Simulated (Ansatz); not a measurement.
**Squeezing Sb (hcp type)**

```
Sb
1.0
     3.40245    0.00000    0.00000
    -1.70122    2.94661    0.00000
     0.00000    0.00000    5.21174
Sb
2
Cartesian
  0.0000 1.9644 1.3029
  1.7012 0.9822 3.9088
```

The cell comes from a relaxation on PAW files under the same functional, begun from a prototype that needn't be the stable phase.

Its volume is scaled, and at each volume shape and atoms are relaxed on PAW files; all methods then take that cell.

Level of theory: DFT with PBEsol, scalar-relativistic, in Ansatz 0.2.0; a Γ-centred 13×13×7 k mesh, Fermi–Dirac smearing of 0.1 eV, no spin polarisation. LAPW: all electrons, basis error target 1 meV/atom; PAW: frozen-core files, cutoff 420 eV; crystal datasets: all electrons, by PAW datasets that the program makes for each cell; norm-conserving: pseudopotentials, cutoff 1088 eV; PAW (cutoff 250 eV): frozen-core files, cutoff 250 eV.

Energies are extrapolated to zero smearing and count from the unscaled cell; pressure is positive in compression; gaps take the mesh and a band path. No temperature or zero-point motion is included.

Spin–orbit coupling is left out, which matters for the heavy atoms. The PAW files were made under PBE. The structure type is held throughout; the real material can change phase at far lower pressure.

| V/V0 | V (Å³/atom) | P LAPW (GPa) | ΔE LAPW (eV/atom) | P PAW − LAPW (GPa) | ΔE PAW − LAPW (meV/atom) | space group | shortest distance (Å) |
| --- | --- | --- | --- | --- | --- | --- | --- |
| 1.00 | 26.13 | 0.01 | 0.000 | -0.01 | 0.0 | P6_3/mmc | 3.263 |
| 0.90 | 23.51 | ? | ? | ? | ? | ? | ? |
| 0.80 | 20.90 | 25.2 | 0.332 | -0.02 | -0.5 | P6_3/mmc | 3.044 |
| 0.70 | 18.29 | 54.8 | 0.960 | -0.02 | -0.8 | P6_3/mmc | 2.919 |
| 0.60 | 15.68 | 111.7 | 2.263 | 0.03 | -0.8 | P6_3/mmc | 2.788 |
| 0.50 | 13.06 | 231.5 | 4.933 | 0.11 | 0.5 | P6_3/mmc | 2.623 |
| 0.40 | 10.45 | 513.5 | 10.660 | 0.27 | 2.9 | P6_3/mmc | 2.434 |

**Question.** Fit the Vinet equation to the LAPW pressures shown (residuals weighted by 1/(|P| + 0.03·Pmax)), and predict the pressure of the withheld row.

**Answer.** The fit gives V0 = 26.16 Å³/atom, B0 = 60.6 GPa and B0′ = 5.41. At 23.51 Å³/atom, x = (V/V0)^(1/3) = 0.9650, and P = 3·B0·(1 − x)/x²·exp[1.5·(B0′ − 1)·(1 − x)] = 8.61 GPa. The run itself gave 9.05 GPa (-4.9 % off) and ΔE = 0.065 eV/atom.

**Question.** At the smallest volume, how far do crystal datasets and norm-conserving and PAW (cutoff 250 eV) lie from LAPW in pressure?

**Answer.** crystal datasets: 0.00 GPa; norm-conserving: -4.13 GPa; PAW (cutoff 250 eV): +8.76 GPa, on a LAPW pressure of 513.5 GPa.
